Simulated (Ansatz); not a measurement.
CaSnO$_{3}$ (space group R-3)

```
CELL_PARAMETERS angstrom
      2.72681     1.57433     5.00652
     -2.72681     1.57433     5.00652
      0.00000    -3.14865     5.00652
ATOMIC_POSITIONS crystal
  Ca 0.63790 0.63790 0.63790
  Ca 0.36210 0.36210 0.36210
  Sn 0.84657 0.84657 0.84657
  Sn 0.15343 0.15343 0.15343
  O  0.96524 0.55580 0.21016
  O  0.03476 0.44420 0.78984
  O  0.21016 0.96524 0.55580
  O  0.78984 0.03476 0.44420
  O  0.55580 0.21016 0.96524
  O  0.44420 0.78984 0.03476
```

The slice is a (1 -1 0 2) plane (indices of the conventional cell) through the point (0.556, 0.210, 0.965) (fractional), spanned by u = [1 0 -1] and v = [010] in vectors of this cell: u (5.45 Å) and v (5.91 Å, at 90° to u). It covers one period; positions are fractions (u, v).

The numbers are results of LDA (plane waves to 420 eV, PAW, scalar-relativistic; Ansatz, an electronic-structure program), not measurements. k mesh 7×7×7. Near the nuclei the fields are pseudised (PAW); where an atom keeps semicore shells as valence, they peak there. CaSnO3 was relaxed with its symmetry unable to fall.

Three fields on this plane, each scaled to ten steps between its own extremes (0 low, 9 high; the total valence density on a logarithmic scale, the potential cut 8 eV below its top; x marks points blanked near nuclei; v = 0 in the bottom row):

Map A
```
|xxxxx677778899987542101234xxxx|
|xxxxx455567788875310000012xxxx|
|xxxx21112356777531000000012xxx|
|xxx0000000246664200000000024xx|
|42000000000256642000xxx0001455|
|41000xxxx00035542000xxx0001355|
|3000xxxxx000245420000x00001455|
|300xxxxxxx00245530000000003455|
|300xxxxxxx00246642000000013454|
|2000xxxxx00035666420000023xxxx|
|x1000xxxx000467776543333xxxxxx|
|xx000000000357888766666xxxxxxx|
|xx210000003578998887777xxxxxxx|
|xxx42101235789999988887xxxxxxx|
|xxx55434457899999988888xxxxxxx|
|xx666555667899999888887xxxxxxx|
|xx7765556678999987776776xxxxxx|
|x776554456788888766545555xxxxx|
|776543334567788765432223456x77|
|765421112356777654200000245677|
|654200000245676642000000024667|
|65310000013566653100xxx0003566|
|65310000013456653000xxxx002456|
|65320000013466653000xxxx002466|
|66531000024566654100xxx0003567|
|776532122356677653000000024678|
|776654444567787764310000246777|
|xxx6666666778888764322234567xx|
|xxxx77777788999887654445666xxx|
|xxxxx788888999998876555566xxxx|
|xxxxx788889999998876555566xxxx|
|xxxxx788889999998764433455xxxx|
```

Map B
```
|xxxxx864322234566666665678xxxx|
|xxxxx865433345677777777678xxxx|
|xxxx97655444566788888887789xxx|
|xxx9887765555677889999987788xx|
|88888998876556678899xxx9877778|
|77889xxxx87666677889xxx9876666|
|6679xxxxx987666667899x98766555|
|678xxxxxxx87655566778888776666|
|778xxxxxxx97665555667777777877|
|8889xxxxx98766544445567789xxxx|
|x9889xxxx987655433344568xxxxxx|
|xx988888877665433223457xxxxxxx|
|xx977777766654332122357xxxxxxx|
|xxx76555555544321112357xxxxxxx|
|xxx65444444443211001357xxxxxxx|
|xx864444444432210001246xxxxxxx|
|xx6543344444322100012467xxxxxx|
|x754334444443221001234568xxxxx|
|654444555554332111234556678x87|
|443445666554332112456666666665|
|333456776654322224578887655443|
|22346777765432223578xxx8754322|
|22356777764322223579xxxx764221|
|23346677654321124579xxxx764222|
|34445666543211123578xxx8754333|
|555555544321111234678887654455|
|887654432100011234556665555677|
|xxx8653210000112334445444568xx|
|xxxx86421000012233333334568xxx|
|xxxxx753100012233343333457xxxx|
|xxxxx853210122344444444468xxxx|
|xxxxx864211223455555544568xxxx|
```

Map C
```
|xxxxx852100123444432111237xxxx|
|xxxxx742111124566532221126xxxx|
|xxxx74211111245665322222247xxx|
|xxx6422221112345543222222247xx|
|66432223221112344322xxx2222356|
|32222xxxx22111233322xxx3211122|
|1122xxxxx221111122222x32211111|
|112xxxxxxx22111111222222222221|
|322xxxxxxx22211111122222245554|
|6322xxxxx22222111111122357xxxx|
|x6322xxxx222322111111236xxxxxx|
|xx522222222232211001136xxxxxxx|
|xx732222122222110000147xxxxxxx|
|xxx42111111111100000258xxxxxxx|
|xxx42111111000000000158xxxxxxx|
|xx731000000000000000137xxxxxxx|
|xx5200000111000000000147xxxxxx|
|x730000001111100000000137xxxxx|
|731000000111110000000001258x99|
|310001100011110000123321013565|
|000012221000100000257763100121|
|00012343210000000147xxx7310000|
|00012444210000000148xxxx520000|
|00002344210000000147xxxx520000|
|11001122110000000025xxx6410011|
|642100110000000000124553100146|
|996310000000000000001221001489|
|xxx8520000000000000000000148xx|
|xxxx95200000000000000000148xxx|
|xxxxx841000000000000000026xxxx|
|xxxxx962000001111111000148xxxx|
|xxxxx962000012233221111148xxxx|
```

Q: Assign the maps to these fields: electron localisation function (ELF); valence electron density; electrostatic potential energy of an electron, from the cell's mean.

A: A is the electrostatic potential energy of an electron, from the cell's mean; B is the valence electron density; C is the electron localisation function (ELF).
